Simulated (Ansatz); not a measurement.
**HPbNO4 and the effect of the functional**

```
CELL_PARAMETERS angstrom
3.85404 0.14384 0.09012
-0.25320 5.52698 0.16471
-0.48197 -1.92720 5.72025
ATOMIC_POSITIONS crystal
H 0.10913 0.65718 0.54463
Pb 0.61029 0.52127 0.15100
N 0.91580 0.96263 0.95867
O 0.01384 0.13639 0.88084
O 0.72398 0.01057 0.12858
O 0.00389 0.73732 0.87043
O 0.11927 0.59324 0.37651
```

The cell comes from a database or a generator and needn't be the stable form of this composition.

Kept alike: task single point; k mesh 3 × 2 × 2; occupations fermi-dirac, width 0.05 eV; no spin polarisation. Program: Ansatz, Ansatz PAW. Cutoffs run from 420 to 500 eV. The mesh is that of the run's cell of 7 atoms. No spin-orbit coupling.

| functional | pressure (GPa) |
| --- | --- |
| B3LYP | -1.55 |
| HSE03 | -3.25 |
| PBE0 | -3.39 |
| r2SCAN0 | -4.89 |
| r2SCANh | -3.45 |

The k mesh is coarse, so the values aren't converged. Pressure is positive in compression, with a Pulay correction for the finite cutoff. All rows use potentials made for PBE.

Question: What does the functional change here?

Answer: The pressure runs from -4.89 (r2SCAN0) to -1.55 GPa (B3LYP). A positive pressure means that the functional's own cell is larger than the one given, a negative one that it is smaller.
